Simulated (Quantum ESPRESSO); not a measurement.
Ga3GeO5N, one run as intended and one with a planted mistake

Simulated, not a measurement. The program is pw.x of Quantum ESPRESSO 7.5 (plane-wave density functional theory). The cell is made up: 10 atoms on a corundum lattice, with randomly drawn elements, strain and displacements, not relaxed. PseudoDojo standard norm-conserving files (v0.5 for PBE, v0.4.1 for LDA and PBEsol) set the functional; there is no spin polarisation, spin-orbit coupling or dispersion term, and the masses in the input are unused placeholders.

Intended input:

```
&control calculation='scf', pseudo_dir='./dojo.nc.sr.pbe.v0_5.standard.upf', outdir='./o', disk_io='low', tprnfor=.true., tstress=.true. /
&system ibrav=0, nat=10, ntyp=4, nbnd=50, ecutwfc=84.00895049, nosym=.true., tot_charge=0,
 occupations='smearing', smearing='fd', degauss=0.0018374661
/
&electrons conv_thr=7.350e-09, electron_maxstep=60, /
ATOMIC_SPECIES
Ga 1.0 Ga.upf
Ge 1.0 Ge.upf
N 1.0 N.upf
O 1.0 O.upf
CELL_PARAMETERS angstrom
2.5803 1.4897 4.6337
-2.5803 1.4897 4.6337
0.0 -2.9795 4.6337
ATOMIC_POSITIONS angstrom
Ga 0.0561 -0.0521 4.8967
Ga -0.04 -0.0052 2.0582
Ge -0.0048 0.0121 9.1265
Ga 0.0124 0.0115 11.8459
O -1.0049 1.5291 8.0345
O -0.8233 -1.4299 8.2027
N 1.7774 0.2519 8.1102
O 1.0375 -1.5186 5.851
O 0.6708 1.5959 5.8603
O -1.7477 -0.1219 5.7338
K_POINTS automatic
5 5 5 1 1 1
```

The log is shortened where brackets say so; the opening notice, blank lines, dates and the lines on written files are dropped, and the path of the files is cut. It prints rydbergs, bohrs and kilobars, and counts compression as positive stress. Where no state is partly filled, the Fermi energy that it prints is only some level between the filled and the empty states on the mesh, and need not lie in the true gap.

Log of the intended run:

```
     Program PWSCF v.7.5
     Parallel version (MPI & OpenMP), running on       4 processor cores
     Number of MPI processes:                 4
     Threads/MPI process:                     1
     [start-up lines left out]
     bravais-lattice index     =            0
     lattice parameter (alat)  =      10.4104  a.u.
     unit-cell volume          =     721.1980 (a.u.)^3
     number of atoms/cell      =           10
     number of atomic types    =            4
     number of electrons       =        88.00
     number of Kohn-Sham states=           50
     kinetic-energy cutoff     =      84.0090  Ry
     charge density cutoff     =     336.0358  Ry
     scf convergence threshold =      7.3E-09
     mixing beta               =       0.7000
     number of iterations used =            8  plain     mixing
     Exchange-correlation= PBE
                           (   1   4   3   4   0   0   0)
     [axes and pseudopotential details left out]
   Cartesian axes
     site n.     atom                  positions (alat units)
         1        Ga     tau(   1) = (   0.0101835  -0.0094574   0.8888656  )
         2        Ga     tau(   2) = (  -0.0072609  -0.0009439   0.3736114  )
         3        Ge     tau(   3) = (  -0.0008713   0.0021964   1.6566733  )
         4        Ga     tau(   4) = (   0.0022509   0.0020875   2.1503080  )
         5        O      tau(   5) = (  -0.1824129   0.2775674   1.4584497  )
         6        O      tau(   6) = (  -0.1494482  -0.2595603   1.4889819  )
         7        N      tau(   7) = (   0.3226397   0.0457257   1.4721910  )
         8        O      tau(   8) = (   0.1883305  -0.2756614   1.0620934  )
         9        O      tau(   9) = (   0.1217659   0.2896932   1.0637815  )
        10        O      tau(  10) = (  -0.3172484  -0.0221277   1.0408188  )
     number of k points=    63  Fermi-Dirac smearing, width (Ry)=  0.0018
                       cart. coord. in units 2pi/alat
        k(    1) = (   0.0000000   0.0000000   0.1188884), wk =   0.0320000
        k(    2) = (   0.0000000  -0.2465288   0.1981456), wk =   0.0320000
     [further k points left out]
     Dense  grid:    75093 G-vectors     FFT dimensions: (  64,  64,  64)
     Estimated max dynamical RAM per process >     233.55 MB
     Estimated total dynamical RAM >     879.22 MB
     Initial potential from superposition of free atoms
     starting charge      87.9911, renormalised to      88.0000
     Starting wfcs are   60 randomized atomic wfcs
     total cpu time spent up to now is        8.9 secs
     per-process dynamical memory:   186.4 Mb
     Self-consistent Calculation
     iteration #  1     ecut=    84.01 Ry     beta= 0.70
     Davidson diagonalization with overlap
     ethr =  1.00E-02,  avg # of iterations =  2.2
     total cpu time spent up to now is       27.9 secs
     total energy              =    -822.65952037 Ry
     estimated scf accuracy    <       2.28530792 Ry
     iteration #  2     ecut=    84.01 Ry     beta= 0.70
     Davidson diagonalization with overlap
     ethr =  2.60E-03,  avg # of iterations =  2.9
     total cpu time spent up to now is       48.5 secs
     total energy              =    -823.27833985 Ry
     estimated scf accuracy    <       2.56046105 Ry
     [iterations 3 to 11 left out]
     iteration # 12     ecut=    84.01 Ry     beta= 0.70
     Davidson diagonalization with overlap
     ethr =  1.08E-11,  avg # of iterations =  5.0
     total cpu time spent up to now is      253.7 secs
     total energy              =    -823.74709591 Ry
     estimated scf accuracy    <       0.00000002 Ry
     iteration # 13     ecut=    84.01 Ry     beta= 0.70
     Davidson diagonalization with overlap
     ethr =  1.08E-11,  avg # of iterations =  2.2
     total cpu time spent up to now is      280.0 secs
     End of self-consistent calculation
     [lines on levels left out]
     the Fermi energy is    10.3728 ev
!    total energy              =    -823.74709591 Ry
     estimated scf accuracy    <          2.8E-09 Ry
     smearing contrib. (-TS)   =      -0.00000000 Ry
     internal energy E=F+TS    =    -823.74709591 Ry
     The total energy is F=E-TS. E is the sum of the following terms:
     one-electron contribution =    -259.99648341 Ry
     hartree contribution      =     207.57140473 Ry
     xc contribution           =    -217.54766732 Ry
     ewald contribution        =    -553.77434991 Ry
     convergence has been achieved in  13 iterations
     Forces acting on atoms (cartesian axes, Ry/au):
     atom    1 type  1   force =    -0.03323949   -0.00566349   -0.02446619
     atom    2 type  1   force =    -0.00012869   -0.02770694    0.01531813
     atom    3 type  2   force =     0.05076920    0.00853661   -0.10814607
     atom    4 type  1   force =    -0.01734073    0.04863521    0.09281299
     atom    5 type  4   force =     0.00324037   -0.02158875    0.05643529
     atom    6 type  4   force =     0.01588202   -0.01078002   -0.00967033
     atom    7 type  3   force =    -0.00941369   -0.03155492    0.02296545
     atom    8 type  4   force =     0.00535604    0.02602813   -0.02556690
     atom    9 type  4   force =     0.03142614    0.02836285   -0.03738148
     atom   10 type  4   force =    -0.04655118   -0.01426867    0.01769912
     Total force =     0.203304     Total SCF correction =     0.000088
     Computing stress (Cartesian axis) and pressure
          total   stress  (Ry/bohr**3)                   (kbar)     P=      -84.74
  -0.00061153  -0.00029594   0.00011013          -89.96      -43.53       16.20
  -0.00029594  -0.00076678  -0.00000561          -43.53     -112.80       -0.82
   0.00011013  -0.00000561  -0.00034974           16.20       -0.82      -51.45
     init_run     :      8.13s CPU      8.42s WALL (       1 calls)
     electrons    :    270.20s CPU    271.12s WALL (       1 calls)
     forces       :      2.02s CPU      2.03s WALL (       1 calls)
     stress       :      8.06s CPU      8.06s WALL (       1 calls)
     [timing details left out]
     PWSCF        :   4m48.99s CPU   4m50.27s WALL
     JOB DONE.
```

A second run has one planted mistake: the k-point mesh is too coarse. The input lines that differ, file-writing options aside:

```
- 5 5 5 1 1 1
+ 1 1 1 1 1 1
```

Its log:

```
     Program PWSCF v.7.5
     Parallel version (MPI & OpenMP), running on       4 processor cores
     Number of MPI processes:                 4
     Threads/MPI process:                     1
     [start-up lines left out]
     bravais-lattice index     =            0
     lattice parameter (alat)  =      10.4104  a.u.
     unit-cell volume          =     721.1980 (a.u.)^3
     number of atoms/cell      =           10
     number of atomic types    =            4
     number of electrons       =        88.00
     number of Kohn-Sham states=           50
     kinetic-energy cutoff     =      84.0090  Ry
     charge density cutoff     =     336.0358  Ry
     scf convergence threshold =      7.3E-09
     mixing beta               =       0.7000
     number of iterations used =            8  plain     mixing
     Exchange-correlation= PBE
                           (   1   4   3   4   0   0   0)
     [axes and pseudopotential details left out]
   Cartesian axes
     site n.     atom                  positions (alat units)
         1        Ga     tau(   1) = (   0.0101835  -0.0094574   0.8888656  )
         2        Ga     tau(   2) = (  -0.0072609  -0.0009439   0.3736114  )
         3        Ge     tau(   3) = (  -0.0008713   0.0021964   1.6566733  )
         4        Ga     tau(   4) = (   0.0022509   0.0020875   2.1503080  )
         5        O      tau(   5) = (  -0.1824129   0.2775674   1.4584497  )
         6        O      tau(   6) = (  -0.1494482  -0.2595603   1.4889819  )
         7        N      tau(   7) = (   0.3226397   0.0457257   1.4721910  )
         8        O      tau(   8) = (   0.1883305  -0.2756614   1.0620934  )
         9        O      tau(   9) = (   0.1217659   0.2896932   1.0637815  )
        10        O      tau(  10) = (  -0.3172484  -0.0221277   1.0408188  )
     number of k points=     1  Fermi-Dirac smearing, width (Ry)=  0.0018
                       cart. coord. in units 2pi/alat
        k(    1) = (   0.0000000   0.0000000  -0.5944420), wk =   2.0000000
     Dense  grid:    75093 G-vectors     FFT dimensions: (  64,  64,  64)
     Estimated max dynamical RAM per process >     119.08 MB
     Estimated total dynamical RAM >     421.31 MB
     Initial potential from superposition of free atoms
     starting charge      87.9911, renormalised to      88.0000
     Starting wfcs are   60 randomized atomic wfcs
     total cpu time spent up to now is        3.1 secs
     per-process dynamical memory:    68.3 Mb
     Self-consistent Calculation
     iteration #  1     ecut=    84.01 Ry     beta= 0.70
     Davidson diagonalization with overlap
     ethr =  1.00E-02,  avg # of iterations =  3.0
     total cpu time spent up to now is        4.4 secs
     total energy              =    -822.83241577 Ry
     estimated scf accuracy    <       2.15904241 Ry
     iteration #  2     ecut=    84.01 Ry     beta= 0.70
     Davidson diagonalization with overlap
     ethr =  2.45E-03,  avg # of iterations =  3.0
     total cpu time spent up to now is        5.6 secs
     total energy              =    -823.42617691 Ry
     estimated scf accuracy    <       2.36870997 Ry
     [iterations 3 to 11 left out]
     iteration # 12     ecut=    84.01 Ry     beta= 0.70
     Davidson diagonalization with overlap
     ethr =  3.02E-11,  avg # of iterations =  5.0
     total cpu time spent up to now is       19.1 secs
     total energy              =    -823.85831510 Ry
     estimated scf accuracy    <       0.00000003 Ry
     iteration # 13     ecut=    84.01 Ry     beta= 0.70
     Davidson diagonalization with overlap
     ethr =  3.02E-11,  avg # of iterations =  2.0
     total cpu time spent up to now is       20.2 secs
     End of self-consistent calculation
     [lines on levels left out]
     the Fermi energy is    11.6378 ev
!    total energy              =    -823.85831510 Ry
     estimated scf accuracy    <          3.2E-09 Ry
     smearing contrib. (-TS)   =       0.00000000 Ry
     internal energy E=F+TS    =    -823.85831510 Ry
     The total energy is F=E-TS. E is the sum of the following terms:
     one-electron contribution =    -259.94312342 Ry
     hartree contribution      =     207.35214691 Ry
     xc contribution           =    -217.49298869 Ry
     ewald contribution        =    -553.77434991 Ry
     convergence has been achieved in  13 iterations
     Forces acting on atoms (cartesian axes, Ry/au):
     atom    1 type  1   force =    -0.02793815   -0.00425201   -0.02614059
     atom    2 type  1   force =    -0.00151294   -0.02622243    0.01231401
     atom    3 type  2   force =     0.05849265    0.00613971   -0.10504697
     atom    4 type  1   force =    -0.01865095    0.04880536    0.08961878
     atom    5 type  4   force =     0.01086241   -0.00346108    0.03490924
     atom    6 type  4   force =     0.01620985   -0.00960637    0.00509160
     atom    7 type  3   force =    -0.01943748   -0.03971714    0.03263623
     atom    8 type  4   force =     0.00392519    0.01712083   -0.01862946
     atom    9 type  4   force =     0.03907002    0.03453450   -0.03043863
     atom   10 type  4   force =    -0.06102059   -0.02334136    0.00568579
     Total force =     0.202313     Total SCF correction =     0.000122
     Computing stress (Cartesian axis) and pressure
          total   stress  (Ry/bohr**3)                   (kbar)     P=     -118.65
  -0.00083182  -0.00034709   0.00023159         -122.37      -51.06       34.07
  -0.00034709  -0.00096903  -0.00003011          -51.06     -142.55       -4.43
   0.00023159  -0.00003011  -0.00061876           34.07       -4.43      -91.02
     init_run     :      2.88s CPU      2.96s WALL (       1 calls)
     electrons    :     17.04s CPU     17.16s WALL (       1 calls)
     forces       :      0.32s CPU      0.35s WALL (       1 calls)
     stress       :      0.66s CPU      0.66s WALL (       1 calls)
     [timing details left out]
     PWSCF        :     21.04s CPU     21.31s WALL
     JOB DONE.
```

|  | intended run | run with the mistake |
| --- | --- | --- |
| free energy (eV) | -11207.650 | -11209.163 |
| smearing term -TS (eV) | 0.0000 | 0.0000 |
| pressure (GPa) | -8.47 | -11.86 |
| largest force component (eV/Å) | 2.781 | 2.701 |
| largest change of a force component (eV/Å) |  | 0.553 |
| iterations | 13 | 13 |

For scale, a rerun of the intended cell at a cutoff of 1437 eV and k mesh 7 x 7 x 7 moved values by no more than 0.004 eV in energy, 0.04 GPa in stress and 0.002 eV/Å in force.